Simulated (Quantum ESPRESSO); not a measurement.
# SnW3AgCu3: one composition in several site orders

Simulated, not a measurement. The program is pw.x of Quantum ESPRESSO 7.5 (plane-wave density functional theory). The cell is made up: eight metal atoms on a hexagonal close-packed lattice, with elements, volume, strain and displacements drawn at random and not relaxed, so it may be unstable or far from any real phase. PseudoDojo standard norm-conserving files set the functional (PBE unless stated); there is no spin polarisation or spin-orbit coupling, the Fermi-Dirac width of 0.25 eV means electrons at about 2900 K, and the masses in the input are unused placeholders. The copper pseudopotential is less sure than most, with forces differing by about three percent and pressure by about two GPa from a second method on plain copper. The tin pseudopotential is less sure than most, with forces differing by about three percent from a second method on plain tin. Heavy elements are run without spin-orbit coupling, which real alloys of them have. A spin test at this wide smearing found no moment, but such smearing suppresses magnetism that the real alloy may have.

The runs put one composition on the sites in different orders. Cell, positions, cutoff, mesh and smearing stay as in the input of run 1; sites are counted in its order. Stress in the tables is positive in tension.

Input of run 1:

```
&control calculation='scf', pseudo_dir='./dojo.nc.sr.pbe.v0_5.standard.upf', outdir='./o', disk_io='minimal', tprnfor=.true., tstress=.true. /
&system ibrav=0, nat=8, ntyp=4, nbnd=78, ecutwfc=92.02030273, nosym=.true., tot_charge=0,
 occupations='smearing', smearing='fd', degauss=0.0183746611
/
&electrons conv_thr=1.470e-08, electron_maxstep=70, mixing_beta=0.5 /
ATOMIC_SPECIES
Ag 1.0 Ag.upf
Cu 1.0 Cu.upf
Sn 1.0 Sn.upf
W 1.0 W.upf
CELL_PARAMETERS angstrom
2.9014 -0.0093 4.5601
2.8784 -0.0545 -4.5458
-2.9452 5.0312 0.0171
ATOMIC_POSITIONS angstrom
Sn -0.0772 0.1413 -0.0872
W -1.5107 2.429 -0.0329
Ag 2.9441 1.5435 -2.2117
Cu 1.4731 4.1714 -2.1466
Cu 2.8172 0.0487 0.0802
W 1.6106 2.4403 0.0046
W 3.0105 1.7679 2.2786
Cu 1.3257 4.2326 2.2983
K_POINTS automatic
5 5 5 1 1 1
```

| run | elements on sites 1 to 8 | free energy less that of run 1 (eV) | -TS (eV) | pressure (GPa) | stress xx (GPa) | stress yy (GPa) | stress zz (GPa) | stress yz (GPa) | stress xz (GPa) | stress xy (GPa) | iterations |
| --- | --- | --- | --- | --- | --- | --- | --- | --- | --- | --- | --- |
| 1 | Sn W Ag Cu Cu W W Cu | 0.000 | -1.099 | -3.44 | 5.20 | 3.36 | 1.75 | 0.84 | -0.27 | -0.51 | 19 |
| 2 | Cu Ag W Sn Cu W Cu W | 0.115 | -1.251 | -6.20 | 4.22 | 10.05 | 4.32 | 2.76 | -3.79 | 2.15 | 19 |
| 3 | Cu Ag W Cu Sn W Cu W | 0.421 | -1.287 | -4.99 | 4.62 | 7.53 | 2.81 | 3.49 | -4.08 | 1.95 | 19 |
| 4 | Sn W W W Cu Ag Cu Cu | 0.373 | -1.188 | -5.65 | 4.86 | 8.65 | 3.45 | 0.34 | 2.35 | -3.32 | 19 |
| 5 | W W Sn Cu Cu Cu W Ag | 0.016 | -1.174 | -4.91 | 4.88 | 8.24 | 1.60 | -1.32 | -1.18 | -2.87 | 17 |
| 6 | W Cu W Cu Cu Ag Sn W | 0.244 | -1.213 | -5.72 | 8.02 | 6.60 | 2.54 | 1.18 | -1.71 | -0.19 | 17 |

Forces Fx Fy Fz (eV/Å):

```
site              run 1             run 2             run 3              run 4              run 5             run 6
   1    0.63 -2.44 0.86   0.36 -0.01 0.72   0.17 -0.27 0.32    1.45 -1.08 1.51     0.18 0.34 0.05  -0.10 -0.84 1.66
   2     0.27 1.97 0.86    1.70 0.37 0.48    2.08 1.06 0.76     1.24 1.71 0.05     1.62 0.45 1.02    0.72 0.75 0.12
   3    0.19 0.12 -0.93  -0.87 0.58 -1.07  -0.61 0.73 -1.83    0.37 0.43 -0.21    0.09 0.29 -0.88  0.14 -0.71 -1.28
   4  -0.06 -0.44 -0.71  -1.06 0.20 -0.68  -0.23 -0.34 0.06  -1.53 -0.23 -2.29  -0.32 -0.26 -0.47  -0.48 0.00 -0.79
   5   -0.01 -0.85 0.16   0.13 -0.38 0.09   0.26 -2.25 0.64    0.02 -0.63 0.11   -0.17 -0.47 0.34  0.07 -0.88 -0.45
   6    -0.41 0.79 0.67   -1.62 0.03 0.93   -2.28 1.84 0.10    -1.44 0.29 0.90   -0.77 0.36 -0.18   -0.76 0.97 0.45
   7   -0.62 1.39 -0.74  -0.28 -0.22 0.15   -0.23 0.12 0.52  -0.39 -0.11 -0.28   -1.03 -0.20 0.45  -0.38 0.60 -0.17
   8   0.02 -0.55 -0.17  1.63 -0.57 -0.64  0.84 -0.88 -0.58    0.27 -0.38 0.21   0.40 -0.51 -0.33    0.79 0.11 0.47
```

The sites are displaced and not relaxed, so the energy differences mix bonding between neighbours with strain and are not ordering energies. A rerun of one cell of this series at a higher cutoff and on a denser mesh moved values by no more than 0.003 eV in energy, 0.03 GPa in stress and 0.003 eV/Å in force, and a second program with other atomic files agreed on that cell to 2 % rms in force and 0.5 GPa in pressure.